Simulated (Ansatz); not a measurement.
Relaxation of a randomly generated symmetric cell of Si2W (space group No. 12); 6 atoms in the cell, which starts as C2/m (No. 12), mS12; a = 5.4882 Å, b = 6.9136 Å, c = 4.5933 Å, α = 90.00°, β = 92.09°, γ = 90.00°. Level of theory: r2SCAN (plane waves to 500 eV, PAW, scalar-relativistic; Ansatz, a program for electronic structure). Γ-centred k-mesh 6×6×5 on the run's cell (coarser than for final values), Fermi–Dirac smearing 0.05 eV. This is the first round of the run. 

The optimiser's lines from the output (shortened; P is positive under compression):

```
relax step   1: F+E_penalty+E_count = -23341.49336149 eV  Δ(F+E_penalty+E_count) = +0.000e0 eV  max|allowed force component| = 8.415e-30 eV/Å  Δτ_max = 0.0000 Å  P = +55.414 GPa  Ω = 87.085 Å³  (9 SCF iters, dr2 threshold 1.00e-7 eV, accepted)
relax step   2: F+E_penalty+E_count = -23344.27936366 eV  Δ(F+E_penalty+E_count) = -2.786e0 eV  max|allowed force component| = 2.035e-28 eV/Å  Δτ_max = 0.0000 Å  P = +24.192 GPa  Ω = 97.975 Å³  (8 SCF iters, dr2 threshold 6.00e-7 eV, accepted)
relax step   3: F+E_penalty+E_count = -23345.35404472 eV  Δ(F+E_penalty+E_count) = -1.075e0 eV  max|allowed force component| = 2.524e-29 eV/Å  Δτ_max = 0.0000 Å  P = +9.899 GPa  Ω = 105.392 Å³  (8 SCF iters, dr2 threshold 6.00e-7 eV, accepted)
relax step   4: F+E_penalty+E_count = -23345.96218652 eV  Δ(F+E_penalty+E_count) = -6.081e-1 eV  max|allowed force component| = 3.420e-29 eV/Å  Δτ_max = 0.0000 Å  P = +3.011 GPa  Ω = 109.576 Å³  (8 SCF iters, dr2 threshold 6.00e-7 eV, accepted)
relax step   5: F+E_penalty+E_count = -23346.54976765 eV  Δ(F+E_penalty+E_count) = -5.876e-1 eV  max|allowed force component| = 3.363e-29 eV/Å  Δτ_max = 0.0000 Å  P = -0.730 GPa  Ω = 110.810 Å³  (7 SCF iters, dr2 threshold 6.00e-7 eV, accepted)
relax step   6: F+E_penalty+E_count = -23347.19357567 eV  Δ(F+E_penalty+E_count) = -6.438e-1 eV  max|allowed force component| = 2.524e-29 eV/Å  Δτ_max = 0.0000 Å  P = -5.034 GPa  Ω = 112.048 Å³  (7 SCF iters, dr2 threshold 6.00e-7 eV, accepted)
relax step   7: F+E_penalty+E_count = -23347.83094245 eV  Δ(F+E_penalty+E_count) = -6.374e-1 eV  max|allowed force component| = 1.106e-28 eV/Å  Δτ_max = 0.0000 Å  P = -4.720 GPa  Ω = 109.272 Å³  (7 SCF iters, dr2 threshold 6.00e-7 eV, accepted)
relax step   8: F+E_penalty+E_count = -23348.43046067 eV  Δ(F+E_penalty+E_count) = -5.995e-1 eV  max|allowed force component| = 8.349e-30 eV/Å  Δτ_max = 0.0000 Å  P = -3.845 GPa  Ω = 106.329 Å³  (7 SCF iters, dr2 threshold 6.00e-7 eV, accepted)
relax step   9: F+E_penalty+E_count = -23348.88551895 eV  Δ(F+E_penalty+E_count) = -4.551e-1 eV  max|allowed force component| = 6.942e-29 eV/Å  Δτ_max = 0.0000 Å  P = +0.039 GPa  Ω = 102.187 Å³  (7 SCF iters, dr2 threshold 6.00e-7 eV, accepted)
relax step  10: F+E_penalty+E_count = -23349.01277524 eV  Δ(F+E_penalty+E_count) = -1.273e-1 eV  max|allowed force component| = 3.366e-29 eV/Å  Δτ_max = 0.0000 Å  P = -1.272 GPa  Ω = 103.049 Å³  (7 SCF iters, dr2 threshold 6.00e-7 eV, accepted)
relax step  11: F+E_penalty+E_count = -23349.04634313 eV  Δ(F+E_penalty+E_count) = -3.357e-2 eV  max|allowed force component| = 1.010e-28 eV/Å  Δτ_max = 0.0000 Å  P = -0.666 GPa  Ω = 101.392 Å³  (7 SCF iters, dr2 threshold 6.00e-7 eV, accepted)
relax step  12: F+E_penalty+E_count = -23348.90987485 eV  Δ(F+E_penalty+E_count) = +1.365e-1 eV  max|allowed force component| = 1.578e-30 eV/Å  Δτ_max = 0.0000 Å  P = -6.132 GPa  Ω = 105.264 Å³  (7 SCF iters, dr2 threshold 6.00e-7 eV, rejected (line search))
relax step  13: F+E_penalty+E_count = -23349.05502219 eV  Δ(F+E_penalty+E_count) = -8.679e-3 eV  max|allowed force component| = 1.643e-29 eV/Å  Δτ_max = 0.0000 Å  P = -0.062 GPa  Ω = 101.228 Å³  (11 SCF iters, accepted)
relax step  14: F+E_penalty+E_count = -23349.05506154 eV  Δ(F+E_penalty+E_count) = -3.935e-5 eV  max|allowed force component| = 2.117e-29 eV/Å  Δτ_max = 0.0000 Å  P = +0.002 GPa  Ω = 101.204 Å³  (4 SCF iters, dr2 threshold 6.21e-8 eV, accepted)
relax step  15: F+E_penalty+E_count = -23349.07203496 eV  Δ(F+E_penalty+E_count) = -1.697e-2 eV  max|allowed force component| = 1.683e-29 eV/Å  Δτ_max = 0.0000 Å  P = +0.176 GPa  Ω = 101.204 Å³  stress off target by 3.23e-1 GPa  SCF on the basis re-selected at this cell (its energy is not comparable with the rows above)  (8 SCF iters)
relax step  16: F+E_penalty+E_count = -23349.07218571 eV  Δ(F+E_penalty+E_count) = -1.507e-4 eV  max|allowed force component| = 8.415e-29 eV/Å  Δτ_max = 0.0000 Å  P = -0.001 GPa  Ω = 101.329 Å³  (5 SCF iters, dr2 threshold 2.61e-7 eV, accepted)
relax step  17: F+E_penalty+E_count = -23349.07220989 eV  Δ(F+E_penalty+E_count) = -2.419e-5 eV  max|allowed force component| = 8.428e-29 eV/Å  Δτ_max = 0.0000 Å  P = -0.002 GPa  Ω = 101.329 Å³  stress off target by 1.29e-2 GPa  SCF on the basis re-selected at this cell (its energy is not comparable with the rows above)  (7 SCF iters)
```

From the first to the last row the energy changes by -1.26 eV/atom and the volume by +16.4 %. The last row is marked as not comparable with the walk above it, whose basis was carried along; it does compare with step 1, since both stand on a basis selected at the nominal cutoff for their own cell.

Step 12 was rejected by the optimiser.

Later rounds, restarted from the end of this one on a renewed k-mesh, logged 4 more steps and released under 0.01 eV/atom more. The final structure after all rounds: C2/m (No. 12), mS12; a = 5.3813 Å, b = 8.6751 Å, c = 5.0965 Å, α = 90.00°, β = 121.56°, γ = 90.00°. Between re-selections the logged energies stand on a plane-wave basis carried along with the cell. No spin polarisation in the result.

The run could not lose the symmetry of its start, so the end can be a saddle point.

All atoms sit on sites fixed by symmetry, so only the cell could relax.

The relaxed structure here is a generated cell of Si2W: the first start was made by a random draw of sites in a space group, and the end was not matched to a known phase here, so it may be hypothetical. Known forms of Si2W include space group No. 139.
